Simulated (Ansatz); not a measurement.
One crystal and one scan (energy over volume and axial ratio) at two levels, PBE (plane waves to 420 eV, PAW, scalar-relativistic; Ansatz, a quantum-chemistry and plane-wave program) and r2SCAN (plane waves to 500 eV, PAW, scalar-relativistic; Ansatz), each from its own relaxed cell and on its own mesh. The cell shown is that of PBE.

HfO₂ (fluorite)

```yaml
crystal:
  lattice:
    - [0.00000, 2.54880, 2.54880]
    - [2.54880, 0.00000, 2.54880]
    - [2.54880, 2.54880, 0.00000]
  atoms:
    - { symbol: Hf, position: [0.00000, 0.00000, 0.00000] }
    - { symbol: O, position: [0.25000, 0.25000, 0.25000] }
    - { symbol: O, position: [0.75000, 0.75000, 0.75000] }
```

Grid over V/V₀ and (c/a)/(c/a)₀, subscript 0 meaning the relaxed cell; the conventional c axis lies along z; no internal relaxation.

The energy includes the smearing's −TS. HfO2 is run without spin polarisation. HfO2 was relaxed with its symmetry unable to fall. Spin-orbit coupling is left out, though Hf is heavy. This is a high-temperature form of HfO2. Percentages come from the unrounded values. Both scans cover V/V₀ from 0.920 to 1.080 and (c/a)/(c/a)₀ from 0.920 to 1.080.

| quantity | PBE | r2SCAN | PBE − r2SCAN |
|---|---|---|---|
| Lattice constant a (Å) | 5.098 | 5.058 | +0.040 (+0.8 %) |
| Shear modulus C′ = (C11 − C12)/2 (fit, atoms clamped) (GPa) | 225 | 246 | -21 (-9 %) |

PBE gives the higher value for: lattice constant a. PBE gives the lower value for: shear modulus C′.

(Under strain, the slope of the energy per volume gives the stress and its curvature an elastic modulus.)
